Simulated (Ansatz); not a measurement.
CoLiO₂:
```cif
data_CoLiO2
_chemical_formula_sum 'O2 Co1 Li1'
_space_group_name_H-M_alt 'P-3m1'
_space_group_IT_number 164
_space_group_name_Hall '-P 3 2"'
_cell_length_a 2.79521
_cell_length_b 2.79521
_cell_length_c 4.79225
_cell_angle_alpha 90.000
_cell_angle_beta 90.000
_cell_angle_gamma 120.000
loop_
_atom_site_label
_atom_site_type_symbol
_atom_site_symmetry_multiplicity
_atom_site_Wyckoff_symbol
_atom_site_fract_x
_atom_site_fract_y
_atom_site_fract_z
_atom_site_occupancy
O1 O 2 d 0.33333 0.66667 0.21715 1
Co1 Co 1 a 0.00000 0.00000 0.00000 1
Li1 Li 1 b 0.00000 0.00000 0.50000 1
```

Relaxed with PBE+D3(BJ).

Task: Give the optical modes at the zone centre with their infrared activity from DFPT, plane-wave PAW PBE+D3(BJ) (Ansatz code).

Result: Transverse frequencies, without the LO–TO term; a row sums one degenerate level.

| ω (cm⁻¹) | degeneracy | IR ((D/Å)²/amu) | activity | symmetry |
|---|---|---|---|---|
| 166 | 2 | 4.64 | IR | Eu |
| 428 | 1 | 16.93 | IR | A2u |
| 463 | 2 | 0.00 | IR-inactive | Eg |
| 547 | 2 | 29.63 | IR | Eu |
| 573 | 1 | 0.57 | IR | A2u |
| 576 | 1 | 0.00 | IR-inactive | A1g |

Task: How high does the top mode go among those that the LO–TO term moves?

Result: 635 cm⁻¹ for q along x, 635 cm⁻¹ for q along y, 639 cm⁻¹ for q along z.

A made-up cell: these elements were put on the sites of a structure type; neither database checked (COD, Materials Project) lists it. COD files the formula under space group No. 166, so this cell is another polymorph or a model. Whether it is the stable phase at ambient conditions was not checked. Symmetry was held in the PBE+D3(BJ) relaxation; of distortions, only those at the zone centre were tested. The workflow began spin-polarised and lost its moments. No Hubbard U is applied.

Potentials: the later of the program's two PAW sets.
